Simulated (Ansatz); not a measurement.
## Lattice vibrations of HfC at Γ

All numbers below come from DFT PBE, scalar-relativistic, plane waves, PAW in Ansatz. Cutoff 420 eV, 20×20×20 k-points (Γ-centred), Fermi-Dirac smearing of 0.15 eV. No spin polarisation. Phonons by linear response, acoustic sum rule imposed.

Relaxed structure:
```
CELL_PARAMETERS angstrom
0.00000 2.32573 2.32573
2.32573 0.00000 2.32573
2.32573 2.32573 0.00000
ATOMIC_POSITIONS crystal
Hf 0.50000 0.50000 0.50000
C 0.00000 0.00000 0.00000
```

The cell was relaxed from a distorted copy of a database structure. In a metal, frequencies depend on the k mesh and the smearing, soft modes most. Spin–orbit coupling is left out, which matters for heavy elements.

Optical modes at Γ:
| frequency (meV) | degeneracy |
| --- | --- |
| 53.4 | 3 |

All 3 optical modes at Γ are real: no displacement of atoms at fixed cell lowers the energy to second order. Strains and modes at other wave vectors aren't tested by this run.
